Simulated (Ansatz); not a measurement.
## H7N2F — 14N nuclear quadrupole resonance

Cell: a computed structure from the Materials Project (it need not be an observed phase).

```cif
data_H7N2F
_symmetry_space_group_name_H-M 'Pca2_1'
_symmetry_Int_Tables_number 29
_cell_length_a 8.0484
_cell_length_b 5.6297
_cell_length_c 7.3677
_cell_angle_alpha 90.000
_cell_angle_beta 90.000
_cell_angle_gamma 90.000
loop_
_atom_site_label
_atom_site_type_symbol
_atom_site_symmetry_multiplicity
_atom_site_Wyckoff_symbol
_atom_site_fract_x
_atom_site_fract_y
_atom_site_fract_z
H1 H 4 a 0.7253 0.7885 0.0283
H5 H 4 a 0.7456 0.0460 0.1494
H9 H 4 a 0.6310 0.0444 0.9567
H13 H 4 a 0.5590 0.9010 0.1462
H17 H 4 a 0.6298 0.4328 0.5618
H21 H 4 a 0.7359 0.4315 0.3716
H25 H 4 a 0.5636 0.5919 0.3869
N29 N 4 a 0.6637 0.9466 0.0711
N33 N 4 a 0.6666 0.5365 0.4555
F F 4 a 0.6059 0.1969 0.7626
```

One atom of each set is listed.

All values are calculated (Ansatz; DFT, r2SCAN, plane waves and PAW, scalar-relativistic, 500 eV cutoff, Γ-centred 3×4×3 k-points, Fermi–Dirac smearing 0.02 eV), not measured.

14N: I = 1, Q = 20.44 mb (year-2017 value). Static lattice, zero field.

Sites with a gradient: N29 (4 atoms; 4 H at 1.04–1.07 Å); N33 (4 atoms; 3 H at 1.02 Å; also 1 H at 1.75 Å).

(1) The simulated spectrum has lines at 0.00566, 0.0170, 0.292, 0.309, 2.56, 2.56 MHz. Sort them into the sets that belong together, and say which site each set most likely comes from.

Results:

(1) For I = 1 the lines are ν± = (3/4)|C_Q|(1 ± η/3) and ν₀ = |C_Q|η/2. N29: 0.0170, 0.292, 0.309 MHz (|C_Q| = 0.401 MHz, η = 0.08). N33: 0.00566, 2.56, 2.56 MHz (|C_Q| = 3.41 MHz, η = 0.00).

The sites follow from the calculation. At N33 V_zz stands upright on the plane through its three neighbours (within 1°). Like point charges on the first shell alone (each adding as 1/d³) would give the same order.
